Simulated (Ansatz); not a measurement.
Relaxed MoTe$_{2}$ (2H-MoS2 type, space group P6_3/mmc):

```
MoTe2
1.0
    3.54214     0.00000     0.00000
   -1.77107     3.06758     0.00000
    0.00000     0.00000    14.18192
Mo Te
2 4
Direct
  0.33333   0.66667   0.75000
  0.66667   0.33333   0.25000
  0.33333   0.66667   0.12347
  0.66667   0.33333   0.62347
  0.66667   0.33333   0.87653
  0.33333   0.66667   0.37653
```

In this cell atom 5 (Te, nearest neighbour Mo at 2.721 Å; its periodic images, 3.5 Å or more away, move with it) is moved by u·(1.000, 0.000, 0.000) + v·(0.000, 1.000, 0.000); the rest is frozen.

Computed with r2SCAN+rVV10 (plane waves to 500 eV, PAW, scalar-relativistic; Ansatz, a quantum-chemistry and plane-wave program). k mesh 9×9×2 (Γ-centred), Fermi-Dirac smearing 0.05 eV. Stress and pressure are positive under compression. Points where atoms come too close for the PAW data are left out (x in tables, blank in figures). As the smearing reaches across the gap at some points, energies and forces of such displacements shift with the k mesh and the smearing. MoTe2 is run without spin polarisation. MoTe2 was relaxed with its symmetry unable to fall. Spin-orbit coupling is left out, though Te is heavy. 

Question: Estimate the P (GPa) for all points of the grid u = -0.680, -0.453, -0.227, 0.000, 0.227, 0.453, 0.680 by v = -0.680, -0.453, -0.227, 0.000, 0.227, 0.453, 0.680.

Answer: P (GPa), with u across and v down:

| v \ u | -0.680 | -0.453 | -0.227 | 0.000 | 0.227 | 0.453 | 0.680 |
|---|---|---|---|---|---|---|---|
| -0.680 | 4.1 | 4.6 | 4.9 | 5.0 | 4.9 | 4.6 | 4.1 |
| -0.453 | 2.8 | 2.4 | 2.2 | 2.1 | 2.2 | 2.4 | 2.8 |
| -0.227 | 2.6 | 1.5 | 0.7 | 0.5 | 0.7 | 1.5 | 2.6 |
| 0.000 | 3.6 | 1.7 | 0.4 | 0.0 | 0.4 | 1.7 | 3.6 |
| 0.227 | 5.3 | 2.6 | 0.9 | 0.4 | 0.9 | 2.6 | 5.3 |
| 0.453 | x | 4.1 | 1.9 | 1.2 | 1.9 | 4.1 | x |
| 0.680 | x | 5.5 | 3.0 | 2.2 | 3.0 | 5.5 | x |

(For displaced atoms, the force is minus the slope of the energy, and its curvature is a force constant, which sets phonon frequencies.)
